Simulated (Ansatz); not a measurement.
PbO:
```yaml
crystal:
  lattice:
    - [3.94368, 0.00000, 0.00000]
    - [0.00000, 3.94368, 0.00000]
    - [0.00000, 0.00000, 4.89294]
  atoms:
    - { symbol: Pb, position: [0.50000, 0.00000, 0.24079] }
    - { symbol: Pb, position: [0.00000, 0.50000, 0.75921] }
    - { symbol: O, position: [0.50000, 0.50000, 0.00000] }
    - { symbol: O, position: [0.00000, 0.00000, 0.00000] }
```

Relaxed with LDA. Special points in fractions of this cell's reciprocal vectors: Γ (0.000, 0.000, 0.000); X (0.000, 0.500, 0.000); M (0.500, 0.500, 0.000); Z (0.000, 0.000, 0.500); R (0.000, 0.500, 0.500); A (0.500, 0.500, 0.500).

Task: List the band energies nearest the valence-band maximum at these points for LDA in the plane-wave PAW code Ansatz.

Result: In eV from the valence-band maximum; about four levels below and three above (degenerate sets whole), none deeper than 8.9 eV; points with the same levels are listed once.

```json
[
 {"k": "Γ", "below": "-1.81 -1.79 -1.79 -0.02", "above": "2.48 5.59 5.59 5.59"},
 {"k": "X", "below": "-3.18 -3.18 -1.78 -1.78", "above": "3.44 3.44 6.70 6.70"},
 {"k": "M", "below": "-1.70 -1.70 -1.14 -1.14", "above": "1.05 1.05 5.26 5.26"},
 {"k": "Z", "below": "-1.85 -1.82 -1.82 -1.00", "above": "1.87 3.84 3.84"},
 {"k": "R", "below": "-3.14 -3.14 -1.04 -1.04", "above": "3.12 3.12 6.28 6.28"},
 {"k": "A", "below": "-2.37 -2.37 -1.14 -1.14", "above": "3.41 3.41 4.90 4.90"}
]
```

Space group P4/nmm. The cell was relaxed with LDA under the symmetry of its start; phonons on a q-mesh show no instability. A crystal of weakly bound layers computed without a dispersion correction: the cell and the soft elastic constants depend strongly on that. Scalar-relativistic: spin–orbit coupling is off unless named, which matters more the heavier the elements.

Potentials: the later of the program's two PAW sets.
